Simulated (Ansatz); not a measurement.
InSb:
```cif
data_In4Sb4
_chemical_formula_sum 'In4 Sb4'
_space_group_name_H-M_alt 'P63mc'
_space_group_IT_number 186
_space_group_name_Hall 'P 6c -2c'
_cell_length_a 4.60248
_cell_length_b 4.60248
_cell_length_c 15.09249
_cell_angle_alpha 90.000
_cell_angle_beta 90.000
_cell_angle_gamma 120.000
loop_
_atom_site_label
_atom_site_type_symbol
_atom_site_symmetry_multiplicity
_atom_site_Wyckoff_symbol
_atom_site_fract_x
_atom_site_fract_y
_atom_site_fract_z
_atom_site_occupancy
In1 In 2 b 0.33333 0.66667 0.49990 1
Sb1 Sb 2 b 0.66667 0.33333 0.18770 1
In2 In 2 a 0.00000 0.00000 0.25035 1
Sb2 Sb 2 a 0.00000 0.00000 0.43705 1
```

Relaxed at zero pressure with plane-wave PAW PBEsol (Ansatz code).

Q: The volume is raised by 9 % and shape and atoms relax at that volume. What pressure results, and how do the axes share the change?

A: -3.0 GPa; a 2.9 %, b 2.9 %, c 2.9 %; the energy rises by 32 meV/atom.

Q: Give the new structure.

A: 
Space group P6₃mc (No. 186); a = b = 4.738 Å, c = 15.525 Å, α = β = 90.00°, γ = 120.00°

| atom | site | symmetry | x | y | z |
|---|---|---|---|---|---|
| In | 2b | 3m. | 0.3333 | 0.6667 | 0.4998 |
| Sb | 2b | 3m. | 0.6667 | 0.3333 | 0.1878 |
| In | 2a | 3m. | 0.0000 | 0.0000 | 0.2503 |
| Sb | 2a | 3m. | 0.0000 | 0.0000 | 0.4371 |

The phase is kept; no other phase was compared at this pressure.

Space group P6_3mc. The start of the workflow was typed in or built on a structure type; neither database checked (COD, Materials Project) lists it. It is not the phase usual at ambient conditions (space group No. 216). Symmetry was held in the PBEsol relaxation; of distortions, only those at the zone centre were tested. Spin–orbit coupling is left out wherever it is not named.

Potentials: the later of the program's two PAW sets.
